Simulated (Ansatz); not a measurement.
**Structures of Bi₂Te: which is lowest?**

Plane-wave DFT in Ansatz with scalar-relativistic PAW potentials, cutoff 420 eV, Γ-centred meshes chosen by cell and gap, Gaussian smearing with energies taken to zero width. Every cell was relaxed (cell and atoms) in a run of its own, within the symmetry of its start. Functional: PBE.

Relaxed structures (starts from databases or built by putting these elements on another compound's sites):
A. P4_2/nmc, 6 atoms in the computed cell, a = 4.433 Å, c = 11.419 Å; sites (symmetry × multiplicity) Bi 2mm. × 4, Te -4m2 × 2; start: built
B. I4_1/amd, 6 atoms in the computed cell, a = 8.347 Å, c = 6.216 Å; sites (symmetry × multiplicity) Bi .2/m. × 8, Te -4m2 × 4; start: database

**Question.** Rank them by energy. Could pressure change the order?

**Answer.**
| structure | group | E − E(lowest) (meV/atom) | V (Å³/atom) | gap on mesh (eV) |
| --- | --- | --- | --- | --- |
| B | I4_1/amd | 0.0 | 36.09 | 0.00 |
| A | P4_2/nmc | 114 | 37.41 | 0.00 |

B is lowest, 114 meV/atom under A. The lowest is also the densest of these, so pressure wouldn't bring one of the others in at first order. Other structures may lie lower than all of these, and vibrations aren't counted.

Spin-orbit coupling is left out, which matters for the bands of heavy elements. For Tl, Pb and Bi spin-orbit coupling shifts energies too.